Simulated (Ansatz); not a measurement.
CuPt: a fit and a missing row

CuPt, R-3m, a = 2.702 Å, c = 12.723 Å. The structure is a Materials Project entry; whether it is the stable form wasn't checked. Ansatz: PBEsol, PAW, 420 eV, Γ-centred 18×18×18 mesh on 2 atoms, Gaussian smearing 0.10 eV; no spin polarisation. Shape and atoms are relaxed at each volume; pressure is positive in compression.

```tsv
V (Å³/atom)	P (GPa)
12.599	16.61
13.001	7.55
13.404	0.01
13.806	-6.25
14.208	?
```

**Question.** Take V0 = 13.404 Å³/atom, count pressures from its P0 = 0.01 GPa, fit the third-order Birch–Murnaghan form to the other rows, and predict the missing pressure.

**Answer.** With the Eulerian strain f = ½[(V0/V)^(2/3) − 1] and y = (P − P0)/[3f(1 + 2f)^(5/2)], the form is the line y = B0 + 1.5 B0 (B0′ − 4) f. Rows (f, y): 0.02108, 236.7; 0.01028, 232.4; -0.00975, 224.8. Means f = 0.007203, y = 231.30; Σ(Δf)² = 0.0004894, ΣΔfΔy = 0.1885; the slope is their ratio. y = 228.5 + 385.2 f GPa, so B0 = 228.5 GPa and B0′ = 4 + 2 × (385.2)/(3 × 228.5) = 5.12. At V = 14.208, f = -0.01905, y = 221.16 and P = -11.46 GPa. The run gave -11.43 GPa, so the fit is 0.03 GPa too low, a small miss on the scale of the series. The form still works here, 33 % of the fitted range beyond its end.

Spin–orbit coupling is left out, which can shift energies with elements as heavy as these.